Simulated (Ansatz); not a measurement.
TaN (rock salt)

```
TaN
1.0
    0.00000     2.20805     2.20805
    2.20805     0.00000     2.20805
    2.20805     2.20805     0.00000
N Ta
1 1
Direct
  0.00000   0.00000   0.00000
  0.50000   0.50000   0.50000
```

In each cell atom 2 (Ta, nearest neighbour N at 2.208 Å; its periodic images, 3.1 Å or more away, move with it) moves by s·(1.000, 0.000, 0.000) (along Cartesian x), the rest being held.

These are PBE (plane waves to 420 eV, PAW, scalar-relativistic; Ansatz, a quantum-chemistry and plane-wave program) values and carry that method's errors. k mesh 15×15×15 (Γ-centred), Fermi-Dirac smearing 0.05 eV. The energy includes the smearing's −TS. Left out: 2 of 11 points, with atoms too close for the PAW data. With partly filled bands, energies and forces of such displacements shift with the k mesh and the smearing. Spin-orbit coupling is left out, though Ta is heavy. TaN is run without spin polarisation. TaN was relaxed with its symmetry unable to fall. The PAW data are Ansatz's earlier set. This is a high-temperature form of TaN. ΔE is measured from the undisplaced structure. The last digit holds for this mesh only.

```tsv
s (Å)	ΔE (meV/cell)
-0.352	655.6
-0.264	318.1
-0.176	128.8
-0.088	29.2
0.000	0.0
0.088	29.2
0.176	128.8
0.264	318.1
0.352	655.6
```

Task: What force constant k = d²E/ds² at s = 0 does the table give?

Result: 7.3 eV/Å². It is the second difference of the nearest points, corrected with the next pair.

Task: With k = 7.43 eV/Å² from the forces, is the well harmonic out to s = 0.352 Å?

Result: ½ks² = 461 meV/cell against the computed 656 meV/cell, so the well is stiffer than harmonic there.

(A displaced cell: forces are minus the slopes of the energy, force constants its curvatures, and phonons follow from these.)
